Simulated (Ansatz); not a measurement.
SrMoO3 (cubic perovskite)

```
SrMoO3
1.0
    3.91717     0.00000     0.00000
    0.00000     3.91717     0.00000
    0.00000     0.00000     3.91717
Sr Mo O
1 1 3
Direct
  0.50000   0.50000   0.50000
  0.00000   0.00000   0.00000
  0.50000   0.00000   0.00000
  0.00000   0.50000   0.00000
  0.00000   0.00000   0.50000
```

The slice is a {110} plane (indices of the conventional cell) through the point (0.000, 0.500, 0.000) (fractional), spanned by u = [100] and v = [011] in vectors of this cell: u (3.92 Å) and v (5.54 Å, at 90° to u). It covers one period; positions are fractions (u, v).

Level of theory: LDA (plane waves to 420 eV, PAW, scalar-relativistic; Ansatz, a program for electronic structure). k mesh 12×12×12. These are valence fields of a PAW run, semicore shells included where kept as valence: close to a nucleus they are smooth pseudo fields. SrMoO3 is run without spin polarisation and with no Hubbard U. SrMoO3 was relaxed with its symmetry unable to fall.

**Question.** Sketch the valence electron density on this plane as a map.

**Answer.** 
```
|9999886644221100000000112244668899|
|8888665533221100000000112233556688|
|6666554433221111111111112233445566|
|4444443322111111111111111122334444|
|3333332222111122222222111122223333|
|3333222222112222222222221122222233|
|3333332222111122222222111122223333|
|4444443322111111111111111122334444|
|6666554433221111111111112233445566|
|8888665533221100000000112233556688|
|9999886644221100000000112244668899|
|9999886644221100000000112244668899|
|9999886644221100000000112244668899|
|8888665533221100000000112233556688|
|6666554433221111111111112233445566|
|4444443322111111111111111122334444|
|3333332222111122222222111122223333|
|3333222222112222222222221122222233|
|3333332222111122222222111122223333|
|4444443322111111111111111122334444|
|6666554433221111111111112233445566|
|8888665533221100000000112233556688|
|9999886644221100000000112244668899|
|9999886644221100000000112244668899|
```
Scale: ten equal steps from -1.45 (start of '0') to 0.88 (end of '9'), in the order '0123456789'. Values: log₁₀ of the valence density in e/Å³. The map has 17 points along u (two characters each, u = 0 at the left) and 24 along v (v = 0 in the bottom row). The scale is logarithmic, as a density can span decades between atoms and voids.
